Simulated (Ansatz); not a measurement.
A geometry of Ir away from equilibrium: the start of the relaxation of a relaxed Ir cell displaced along its unstable phonon at q = (½, 0, 0) of its primitive reciprocal cell (50i cm⁻¹), largest move 0.15 Å. Computed with PBE (plane waves to 420 eV, PAW, scalar-relativistic; Ansatz, a quantum-chemistry and plane-wave program). Γ-centred k-mesh 7×13×5 on the run's cell (coarser than for final values), Fermi–Dirac smearing 0.05 eV.

```xyz
8
Lattice="2.6905 -6.9105 0.0000 1.3452 3.4552 0.0000 0.0000 0.0000 6.8767" Properties=species:S:1:pos:R:3:forces:R:3 pbc="T T T" free_energy=-95477.924 pressure_GPa=3.3
Ir     0.1455     0.0118     3.4728   -1.5553   -0.1495   -0.1144
Ir     1.1997    -3.4670     3.4039    1.5553    0.1495    0.1144
Ir    -0.1455    -0.0118     0.0344    1.5553    0.1495   -0.1144
Ir     1.4908    -3.4435    -0.0344   -1.5553   -0.1495    0.1144
Ir     1.3452    -1.4336     1.6481   -0.1221   -0.0043   -0.0984
Ir     2.6905    -4.8888     1.7903   -0.1221   -0.0043    0.0984
Ir     1.3452     1.4336     5.2286    0.1221    0.0043    0.0984
Ir     2.6905    -2.0217     5.0864    0.1221    0.0043   -0.0984
```

Positions in Å, forces in eV/Å, free energy of the cell in eV (comparable only within this code, potentials and settings). Largest force: 1.57 eV/Å, on Ir1, Ir2, Ir3, Ir4 (atoms numbered as listed); the geometry lies 0.03 eV/atom above the end of its relaxation.

No spin polarisation in the result.

The run could not lose the symmetry of its start, so the end can be a saddle point.

The end of the path is a generated cell of Ir: the first start was made by placing the elements on the sites of a structure type, and the end was not matched to a known phase here, so it may be hypothetical. Known forms of Ir include space group No. 225.
